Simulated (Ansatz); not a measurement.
**Calculated 97Mo NMR of the central transition for MoS2**

Cell: a Materials Project structure (computed, not necessarily an observed phase) whose atoms were relaxed with PBE, the cell held.

Space group P6_3/mmc (No. 194); a = 3.1854, c = 13.1784 Å, γ = 120.00°.

```csv
site,Wyckoff,site symmetry,x,y,z
Mo,2b,-6m2,0.0000,0.0000,0.2500
S,4f,3m.,0.3333,0.6667,0.3684
```

One atom of each set is listed.

Computed with Ansatz: DFT, LDA, plane waves and PAW, scalar-relativistic, collinear spin, 420 eV cutoff, Γ-centred 11×11×3 k-points, Fermi–Dirac smearing 0.02 eV. Start moments as typed (μB): 2 on each Mo, none on the rest.

97Mo has I = 5/2 and Q = 255.0 mb (Pyykkö 2018); at 14.1 T its Larmor frequency is ν₀ = 40.1 MHz (from the bare nuclear moment; shielding lowers the observed one by a per cent or two). Only the quadrupole interaction is simulated: positions count from each site's isotropic chemical shift, and shift anisotropy, dipolar and J coupling are left out.

Simulated pattern of one Mo site (static powder, Gaussian broadening 40 kHz):

```tsv
offset (kHz)	height
-1246.5	0
-1182.1	9
-1117.7	100
-1053.3	58
-989.0	43
-924.6	36
-860.2	32
-795.8	29
-731.5	27
-667.1	26
-602.7	25
-538.3	24
-473.9	23
-409.6	23
-345.2	22
-280.8	22
-216.4	22
-152.1	22
-87.7	22
-23.3	21
41.1	17
105.4	17
169.8	18
234.2	19
298.6	21
362.9	22
427.3	26
491.7	30
556.1	41
620.4	71
684.8	7
749.2	0
```

**Question.** Which |C_Q| and η does the pattern imply?

**Answer.** The pattern spans 1776 kHz before broadening and its centre of gravity is at -341 kHz, which fixes P_Q; the places of the horns and steps fix η. That gives P_Q = 47.8 MHz, |C_Q| = 47.8 MHz and η = 0.00. The sign of C_Q can't be read from the pattern.

An axis of threefold or higher order runs through Mo, so V_zz lies along it and η is zero.

With ν_Q/ν₀ up to 0.18, terms beyond second order are no longer negligible.

At this cell the LDA pressure is -6 GPa, so with LDA the cell would shrink if it were relaxed. The largest force is 0.5 eV/Å, so the atoms aren't at the calculated equilibrium and relaxing them would move these values. Without spin–orbit coupling (the program notes it for Mo) the gradients can shift somewhat, as the gap is small. The start moments die out, and the run ends without spin.
